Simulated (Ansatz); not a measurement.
Ag:
```
Ag
1.0
    5.22647     0.00000     0.00000
    0.00000     5.22647     0.00000
    0.00000     0.00000     5.22647
Ag
8
Direct
  0.00000   0.00000   0.00000
  0.50000   0.50000   0.50000
  0.25000   0.00000   0.50000
  0.75000   0.00000   0.50000
  0.50000   0.25000   0.00000
  0.50000   0.75000   0.00000
  0.00000   0.50000   0.25000
  0.00000   0.50000   0.75000
```

This is the r²SCAN-relaxed structure.

### Question
All from plane-wave PAW r²SCAN (Ansatz code), unless another level is named. Give the density of states at the Fermi level.

### Answer
0.27 states/eV per atom (mean over ±0.08 eV).

### Question
Next, the gap with spin–orbit coupling?

### Answer
none (metallic).

Space group Pm-3n (A15 (β-W type)). The start of the workflow was typed in or built on a structure type; neither database checked (COD, Materials Project) lists it. It is not the phase usual at ambient conditions (space group No. 225). The r²SCAN relaxation kept the symmetry of its start. At this level the phase is mechanically unstable. The run is not spin-polarised. Spin–orbit coupling is left out wherever it is not named.

Potentials: the earlier of the program's two PAW sets.
